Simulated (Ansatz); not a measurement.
Mo (bcc (W type), Im-3m) at seven volumes, PBE+D3(BJ) in the plane-wave PAW code Ansatz, scaled uniformly. One row is withheld.

```
V (Å³/atom)  P (GPa)
-----------  -------
13.955         32.10
14.416         19.65
14.876          9.04
15.336          0.00
15.796         -7.70
16.256        -14.25
16.716             ?
```

Problem. Fit the shown pressures and predict the withheld one.

Solution. P = (3/2)B₀(x^(7/2) − x^(5/2))[1 + (3/4)(B′ − 4)(x − 1)] with x = (V₀/V)^(2/3). Least squares on the six rows gives V₀ = 15.337 Å³/atom, B₀ = 278 GPa, B′ = 4.30. At V = 16.716, x = 0.9442 and P = -19.90 GPa. The run itself gave -19.83 GPa.

Symmetry was held in the PBE+D3(BJ) relaxation. No spin polarisation was allowed. The pairwise dispersion correction was not fitted to metals.

Potentials: the later of the program's two PAW sets.
